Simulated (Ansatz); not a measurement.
Relaxed-ion elastic tensor of V2N in space group P-31m (No. 162; V on 6k, N on 1a, N on 2d) in GPa (Voigt order), DFT-PBEsol in the program Ansatz with PAW potentials; density 6.31 g/cm³, 10.16 Å³ per atom.

```csv
,1,2,3,4,5,6
1,492,175,198,0.0,-26.1,0.0
2,175,492,198,0.0,26.1,0.0
3,198,198,477,0.0,0.0,0.0
4,0.0,0.0,0.0,167,0.0,26.1
5,-26.1,26.1,0.0,0.0,167,0.0
6,0.0,0.0,0.0,26.1,0.0,159
```

Problem. Is the crystal mechanically stable?

Solution. Yes: the smallest eigenvalue of C is 136 GPa.

Problem. Work out the Voigt, Reuss and Hill averages.

Solution. K_V = 289, K_R = 289, K_H = 289; G_V = 158, G_R = 154, G_H = 156 GPa.

Problem. Give Young's modulus, Poisson's ratio, Pugh's ratio and the universal anisotropy index.

Solution. E = 9KG/(3K + G) = 397 GPa; ν = 0.27; K/G = 1.85 (ductile by the Pugh limit of 1.75); A_U = 5G_V/G_R + K_V/K_R − 6 = 0.13.

Problem. Estimate the sound speeds and the Debye temperature.

Solution. v_l = √((K + 4G/3)/ρ) = 8880 m/s, v_t = √(G/ρ) = 4970 m/s, mean 5530 m/s; Θ = (h/k)(3n/4πV)^(1/3) v_m = 761 K.

Problem. How much does each axis shrink under pressure?

Solution. Linear compressibilities β_i = Σ_j S_ij (j = 1 to 3): x 1.2, y 1.2, z 1.1 per TPa.

The first step of the workflow began from a Materials Project structure, measured or hypothetical; the Crystallography Open Database copy checked does not list it. Whether it is the stable phase at ambient conditions was not checked. The cell was relaxed with PBEsol under the symmetry of its start; its stability against distortions is not shown here. The run is not spin-polarised. As this level gives no gap, shear constants depend on the k-mesh and smearing (Fermi–Dirac, 0.1 eV here).

Potentials: the later of the program's two PAW sets.
